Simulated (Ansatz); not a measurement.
Input and command of a plane-wave DFT calculation in Ansatz:

```yaml
crystal:
  lattice:
    - [5.9407393217, 0.0, 0.0]
    - [0.0, 5.9407393217, 0.0]
    - [0.0, 0.0, 3.5155749957]
  atoms:
    - { symbol: Ti, position: [0.0, 0.0, 0.0], spin: 1.0 }
    - { symbol: Ti, position: [0.5, 0.5, 0.5], spin: -1.0 }
    - { symbol: Cl, position: [0.2939519419, 0.2939519419, 0.0] }
    - { symbol: Cl, position: [0.7060480581, 0.7060480581, 0.0] }
    - { symbol: Cl, position: [0.7939519419, 0.2060480581, 0.5] }
    - { symbol: Cl, position: [0.2060480581, 0.7939519419, 0.5] }
basis:
  ecutwfc: 420
kpoints:
  mp_grid: { grid: [6, 6, 10] }
hamiltonian:
  xc: pbesol
scf:
  occupations: { method: gaussian, width: 0.1 }
  lower_state_search: "off"
output:
  forces: true
  stress: true
  eigenvalues: true
  populations: true
magnetization:
  spin_polarized: true
relax:
  adjacent_minimum: "off"
  f_tol: 0.01
  max_steps: 60
  cell: { stress_tol: 0.05 }
```

```bash
ansatz run input.yaml --threads 1 --pin off --max-ram 2560MiB --backend cpu --events-out ev --progress --plain --runs-dir out
```

Processor: Intel(R) Xeon(R) Platinum 8488C (Sapphire Rapids), 1 thread, on a host shared with other jobs.

Problem. Estimate time, memory and problem size.

Solution. About 8 min on 1 thread of Intel(R) Xeon(R) Platinum 8488C (Sapphire Rapids), on a shared host, peak memory 0.79 GiB. It solves 33 bands at 78 k points (the mesh reduced by symmetry) with about 2271 plane waves (on the last cell), in 122 SCF iterations over 9 ionic steps.
